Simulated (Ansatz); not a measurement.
Mg$_{3}$Sb$_{2}$ (A-La2O3 type, space group P-3m1)

```
CELL_PARAMETERS angstrom
      4.59592     0.00000     0.00000
     -2.29796     3.98018     0.00000
      0.00000     0.00000     7.27158
ATOMIC_POSITIONS crystal
  Sb 0.33333 0.66667 0.22580
  Sb 0.66667 0.33333 0.77420
  Mg 0.00000 0.00000 0.00000
  Mg 0.33333 0.66667 0.63237
  Mg 0.66667 0.33333 0.36763
```

The slice is a (-1 1 0 2) plane (indices of the conventional cell) through the point (0.333, 0.667, 0.226) (fractional), spanned by u = [110] and v = [1 -1 1] in vectors of this cell: u (4.60 Å) and v (10.78 Å, at 90° to u). It covers one period; positions are fractions (u, v).

These are PBE (plane waves to 420 eV, PAW, scalar-relativistic; Ansatz, a program for electronic structure) values and carry that method's errors. k mesh 12×12×7. Inside the PAW spheres the values are not all-electron values, and peaks at nuclei hang on which shells count as valence. Mg3Sb2 was relaxed with its symmetry unable to fall. Spin-orbit coupling is left out, though Sb is heavy.

**Question.** Predict the map of the density of the lowest conduction band (whole band as if filled, smooth part) on the slice.

**Answer.** 
```
|11223322222222223322|
|33332211222222112233|
|33331111112211111133|
|66553322111111223355|
|99996633222222336699|
|77999955221122559999|
|55889955221122559988|
|88998844111111448899|
|99885533221122335588|
|44443322333333223344|
|11112233444444332211|
|11113344332233443311|
|22334455331133554433|
|22334455332233554433|
|22223344443344443322|
|11222233333333332222|
|22222222222222222222|
|33333322111111223333|
|44443322111111223344|
|44442211111111112244|
|44332211000000112233|
|33332211111111112233|
|11222211111111112222|
|00113322222222223311|
```
Scale: ten equal steps from 0.000 (start of '0') to 0.043 (end of '9'), in the order '0123456789'. Values: density of the lowest conduction band (whole band as if filled, smooth part) in e/Å³. The map has 10 points along u (two characters each, u = 0 at the left) and 24 along v (v = 0 in the bottom row).
